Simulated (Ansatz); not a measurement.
Here is the system:

La$_{3}$In:
```
La3In
1.0
    4.96670     0.00000     0.00000
    0.00000     4.96670     0.00000
    0.00000     0.00000     4.96670
La In
3 1
Cartesian
  2.48335   2.48335   0.00000
  0.00000   2.48335   2.48335
  2.48335   0.00000   2.48335
  0.00000   0.00000   0.00000
```

This is the PBEsol-relaxed structure.

Problem. All from PBEsol (plane waves, PAW; program Ansatz), unless another level is named. Predict the Hill bulk and shear moduli.

Solution. 43.6 and 23.0 GPa.

Problem. Next, the elastic constants (relaxed ions, GPa)?

Solution. C11 = 65.8, C12 = 32.5, C44 = 28.6.

Space group Pm-3m (Cu3Au type). The first step of the workflow began from a Materials Project structure, measured or hypothetical; the Crystallography Open Database files this formula in space group No. 221, but the cells were not matched. Its standing as an ambient phase is unchecked. The cell was relaxed with PBEsol under the symmetry of its start; of distortions, only those at the zone centre were tested. As this level gives no gap, shear constants depend on the k-mesh and smearing (Fermi–Dirac, 0.1 eV here). Scalar-relativistic: spin–orbit coupling is off unless named, which matters more the heavier the elements.

Potentials: the later of the program's two PAW sets.
